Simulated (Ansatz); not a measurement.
YNi2P2, first-principles data

YNi2P2:
```cif
data_Ni4P4Y2
_chemical_formula_sum 'P4 Ni4 Y2'
_space_group_name_H-M_alt 'I4/mmm'
_space_group_IT_number 139
_space_group_name_Hall '-I 4 2'
_cell_length_a 3.82820
_cell_length_b 3.82820
_cell_length_c 9.30530
_cell_angle_alpha 90.000
_cell_angle_beta 90.000
_cell_angle_gamma 90.000
loop_
_atom_site_label
_atom_site_type_symbol
_atom_site_symmetry_multiplicity
_atom_site_Wyckoff_symbol
_atom_site_fract_x
_atom_site_fract_y
_atom_site_fract_z
_atom_site_occupancy
P1 P 4 e 0.00000 0.00000 0.37637 1
Ni1 Ni 4 d 0.00000 0.50000 0.25000 1
Y1 Y 2 a 0.00000 0.00000 0.00000 1
```
(The calculation used a cell of 5 atoms; values per cell refer to that cell.)

Space group I4/mmm (No. 139); conventional cell a = b = 3.8282 Å, c = 9.3053 Å, α = β = γ = 90.00°.

Method: plane-wave PAW PBEsol (Ansatz code). Structure relaxed to zero pressure with the same functional. Other levels are named where they apply.

Cell and energy:

```json
{
 "volume_per_atom": "13.64 Å³",
 "density": "6.53 g/cm³",
 "Formation energy from the elements (no fitted shifts)": "-1.13 eV/atom"
}
```

Electronic structure:

```json
{
 "electronic_character": "metallic (no gap)",
 "Density of states at the Fermi level": "0.31 states/eV per atom (mean over ±0.08 eV)"
}
```

Magnetism:

```json
{
 "magnetic_order": "non-magnetic (starting moments vanished)"
}
```

Mechanics:

```json
{
  "Bulk modulus (Birch–Murnaghan fit)": "162 GPa",
  "Pressure derivative B′": "4.8"
}
```

Charges:

```json
{
  "bader_charges": "P -0.70, Ni -0.11, Y +1.61 e"
}
```

The workflow started from an entry of the Crystallography Open Database (COD). Whether it is the stable phase at ambient conditions was not checked. The PBEsol relaxation kept the symmetry of its start; whether a distortion lowers the energy is not shown. The workflow began spin-polarised and lost its moments. The references are the lowest solids computed at this level, not always the standard phases. Spin–orbit coupling is left out wherever it is not named.

Potentials: the later of the program's two PAW sets.
